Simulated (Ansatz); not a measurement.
AlCo:
```
AlCo
1.0
    2.85197     0.00000     0.00000
    0.00000     2.85197     0.00000
    0.00000     0.00000     2.85197
Al Co
1 1
Direct
  0.50000   0.50000   0.50000
  0.00000   0.00000   0.00000
```

Relaxed with PBE. Special points in fractions of this cell's reciprocal vectors: Γ (0.000, 0.000, 0.000); X (0.000, 0.500, 0.000); M (0.500, 0.500, 0.000); R (0.500, 0.500, 0.500).

**Question.** List the band energies nearest the Fermi level at these points for PBE in the plane-wave PAW code Ansatz.

**Answer.** In eV from the Fermi level; about four levels below and three above (degenerate sets whole), none deeper than 8.9 eV; points with the same levels are listed once.

```tsv
k	below	above
Γ	-2.98 -2.98 -0.85 -0.85 -0.85	5.91 5.91 5.91
X	-2.39 -1.73 -1.73 -0.74	0.17 8.31 10.49 10.49
M	-2.72 -2.72 -1.52 -1.52 -0.25	2.38 3.44 12.68
R	-3.96 -3.96 -3.96 -0.21 -0.21	2.32 2.32 2.32
```

Space group Pm-3m (CsCl type). The PBE relaxation kept the symmetry of its start. The workflow began spin-polarised and lost its moments.

Potentials: the later of the program's two PAW sets.
